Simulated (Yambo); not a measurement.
Given:

```
CELL_PARAMETERS angstrom
      5.18124     0.00000     0.00000
      0.00000     5.18124     0.00000
      0.00000     0.00000     9.93006
ATOMIC_POSITIONS crystal
  Li 0.50000 0.00000 0.08248
  Li 0.00000 0.50000 0.91752
  Br 0.00000 0.50000 0.66592
  Br 0.50000 0.00000 0.33408
  Br 0.00000 0.00000 0.00000
  Br 0.50000 0.50000 0.00000
  Cs 0.00000 0.50000 0.30003
  Cs 0.50000 0.00000 0.69997
```

Workflow: PBEsol (pw.x of Quantum ESPRESSO, ONCV potentials, no spin-orbit coupling), then G0W0 in Yambo (2×2×1 Γ-centred k mesh, bands 3 to 471 and a 8 Ry block in the screening, 471 bands in G with the Bruneval-Gonze terminator, plasmon pole fitted at 27.2 eV).

Problem. Give the PBEsol and G0W0 gaps between the band edges found on this mesh, and say where the edges lie.

Solution. Edges: M → Γ. PBEsol: 4.14 eV; G0W0: 6.34 eV. Nearest settings tried, and what they do to the gap: 292 bands in W, 292 bands in G: -54 meV; 7 Ry block (543 vectors against 701): -40 meV. Not varied: mesh. So the settings aren't converged at that level. The k mesh is coarse. Spin-orbit splittings are left out.

Geometry of the Materials Project entry, not relaxed at this level.

The structure is a Materials Project entry; no match was found in the copy of COD used, and its stability was not checked.
